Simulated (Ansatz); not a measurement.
The end point of a relaxation of Ge2Sb2Te5. Method: r2SCAN (plane waves to 500 eV, PAW, scalar-relativistic; Ansatz, a first-principles code).

```
CELL_PARAMETERS angstrom
      4.23075     0.00000     0.00000
     -2.11537     3.66394     0.00000
      0.00000     0.00000    18.24074
ATOMIC_POSITIONS crystal
  Te 0.00000 0.00000 0.00000
  Sb 0.66667 0.33333 0.11111
  Sb 0.33333 0.66667 0.88889
  Te 0.33333 0.66667 0.20636
  Te 0.66667 0.33333 0.79364
  Ge 0.00000 0.00000 0.33068
  Ge 0.00000 0.00000 0.66932
  Te 0.66667 0.33333 0.40734
  Te 0.33333 0.66667 0.59266
```

Question: Determine the symmetry and give the standard cell with its independent sites.

Answer: Space group P-3m1 (No. 164); a = b = 4.231 Å, c = 18.241 Å, α = β = 90.00°, γ = 120.00°

```csv
atom,site,symmetry,x,y,z
Te,1a,-3m.,0.0000,0.0000,0.0000
Sb,2d,3m.,0.6667,0.3333,0.1111
Te,2d,3m.,0.3333,0.6667,0.2064
Ge,2c,3m.,0.0000,0.0000,0.3307
Te,2d,3m.,0.6667,0.3333,0.4073
```

Question: Give the shortest distances between elements (the closest pairs, up to four, under 3.6 Å).

Answer: Ge–Te 2.81 Å; Sb–Te 3.00 Å.

- Volume per atom: 31.42 Å³
- Band gap: 0.03 eV, direct at Γ (no spin-orbit coupling)

No spin polarisation in the result. Spin-orbit coupling is missing; with elements this heavy it can move band edges by tenths of an eV or more.

The run could not lose the symmetry of its start.

The first start was generated by placing the elements on the sites of a structure type. Materials Project lists a structure of Ge2Sb2Te5 in the same space group, P-3m1 (No. 164); the sites were not compared with it, nor with measured phases.
